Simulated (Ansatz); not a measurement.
With r²SCAN (plane waves, PAW; program Ansatz), CaAlHO2 in the tetragonal phase (P4/mmm; Ca on 1d, Al on 1a, O on 2f, H on 1b) relaxes to a = 3.730 Å, c = 3.448 Å. Ca has 12 nearest neighbours from 2.54 Å (cuboctahedral); Al has 6 nearest neighbours from 1.72 Å (octahedral). Its formation energy from the elements is -2.46 eV/atom, with no fitted shifts.

The Kohn–Sham gap is 4.37 eV (indirect). The valence maximum lies at A and the conduction minimum at X (2 equivalent valleys). HSE06 on the same cell gives 5.28 eV. Electrons at the band edge weigh 0.44, 0.49, 0.69 mₑ (principal values). The hole mass is 0.64, 0.64, 5.4 mₑ (principal values).

The bulk modulus is 151 GPa. The relaxed-ion elastic constants in GPa are C11 = 322, C12 = 134, C13 = 68.6, C33 = 237, C44 = 110, C66 = 176. The elastic constants imply a Debye temperature near 897 K. Bader charges are Ca +1.59, Al +2.55, O -1.66, H -0.83 e.

The start of the workflow was typed in or built on a structure type; neither database checked (COD, Materials Project) lists it. Its standing as an ambient phase is unchecked. The r²SCAN relaxation kept the symmetry of its start; whether a distortion lowers the energy is not shown. The references are the lowest solids computed at this level, not always the standard phases (solids in place of the gases).

Potentials: the earlier of the program's two PAW sets. The files were generated under PBE; for other functionals the program regenerates the frozen cores, and for LDA and PBEsol the local potential too.
